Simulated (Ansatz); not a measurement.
ZnCdTeSe in space group P3m1 (No. 156; Zn on 1a, Cd on 1c, Te on 1a, Se on 1c) at seven volumes, LDA in the plane-wave PAW code Ansatz, shape and atoms relaxed at each. One row is withheld.

| V (Å³/atom) | P (GPa) |
|---|---|
| 24.566 | ? |
| 25.375 | 3.73 |
| 26.185 | 1.71 |
| 26.995 | 0.00 |
| 27.805 | -1.45 |
| 28.615 | -2.68 |
| 29.425 | -3.73 |

Q: Fit the shown pressures and predict the withheld one.

A: P = (3/2)B₀(x^(7/2) − x^(5/2))[1 + (3/4)(B′ − 4)(x − 1)] with x = (V₀/V)^(2/3). Least squares on the six rows gives V₀ = 26.995 Å³/atom, B₀ = 52.4 GPa, B′ = 4.47. At V = 24.566, x = 1.0649 and P = 6.10 GPa. The run itself gave 6.10 GPa.

The workflow started from a Materials Project entry (that database holds measured and hypothetical structures alike); the Crystallography Open Database copy checked does not list it. Its standing as an ambient phase is unchecked. Symmetry was held in the LDA relaxation; its stability against distortions is not shown here. Scalar-relativistic: spin–orbit coupling is off unless named, which matters more the heavier the elements.

Potentials: the later of the program's two PAW sets.
